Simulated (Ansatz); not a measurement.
TiS₂ (fluorite, Fm-3m) at seven volumes, PBE in the plane-wave PAW code Ansatz, scaled uniformly. One row is withheld.

```tsv
V (Å³/atom)	P (GPa)
16.343	11.54
16.882	?
17.421	3.32
17.960	-0.01
18.498	-2.89
19.037	-5.34
19.576	-7.42
```

**Question.** Fit the shown pressures and predict the withheld one.

**Answer.** P = (3/2)B₀(x^(7/2) − x^(5/2))[1 + (3/4)(B′ − 4)(x − 1)] with x = (V₀/V)^(2/3). Least squares on the six rows gives V₀ = 17.958 Å³/atom, B₀ = 102 GPa, B′ = 3.89. At V = 16.882, x = 1.0421 and P = 7.11 GPa. The run itself gave 7.14 GPa.

The cell is a constructed one: a structure type filled with these elements; neither database checked (COD, Materials Project) lists it. It is not the phase usual at ambient conditions (space group No. 164). The cell was relaxed with PBE under the symmetry of its start; whether a distortion lowers the energy is not shown. No spin polarisation was allowed.

Potentials: the later of the program's two PAW sets.
